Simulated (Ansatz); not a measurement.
**Deforming LaHg**

```yaml
crystal:
  lattice:
    - [3.83700, 0.00000, 0.00000]
    - [0.00000, 3.83700, 0.00000]
    - [0.00000, 0.00000, 3.83700]
  atoms:
    - { symbol: La, position: [0.50000, 0.50000, 0.50000] }
    - { symbol: Hg, position: [0.00000, 0.00000, 0.00000] }
```

Atom numbers follow the list: La1, Hg2.

The cell is COD entry 1523850, as deposited and not checked against the literature; nothing was relaxed.

Spin–orbit coupling is left out, though it moves levels of the heavy atoms by tenths of an eV or more.

Computed with DFT, LDA, all-electron PAW with datasets made for the crystal, scalar-relativistic in Ansatz 0.2.0.

Sampling and basis: a Γ-centred 11×11×11 k mesh, Fermi–Dirac smearing of 0.08 eV, cutoff 260 eV (chosen by the program for this cell), no spin polarisation.

The unchanged cell is at -1.88 GPa.

In a metal, stresses and small energies carry noise from the k mesh.

x, y and z are the Cartesian axes of the cell as listed; fractional coordinates follow a strain, and an engineering shear is twice the off-diagonal strain component.

(1) With this change (equal xy, yz and zx engineering shear strains of -2 %), what becomes of the energy and stress?

With equal xy, yz and zx engineering shear strains of -1 %: energy change under 1 meV/atom; stress change (xx, yy, zz, yz, xz, xy) 0.01, 0.01, 0.01, 0.25, 0.25, 0.25 GPa, compression positive.

(2) With this change (equal xy, yz and zx engineering shear strains of +1 %), what becomes of the energy and stress?

(3) With this change (equal xy, yz and zx engineering shear strains of +2 %), what becomes of the energy and stress?

Results:

(1) Energy change +3 meV/atom; stress change (xx, yy, zz, yz, xz, xy) 0.06, 0.06, 0.06, 0.52, 0.52, 0.52 GPa, compression positive.

(2) Energy change under 1 meV/atom; stress change (xx, yy, zz, yz, xz, xy) 0.01, 0.01, 0.01, -0.22, -0.22, -0.22 GPa, compression positive.

(3) Energy change +2 meV/atom; stress change (xx, yy, zz, yz, xz, xy) 0.06, 0.06, 0.06, -0.43, -0.43, -0.43 GPa, compression positive.
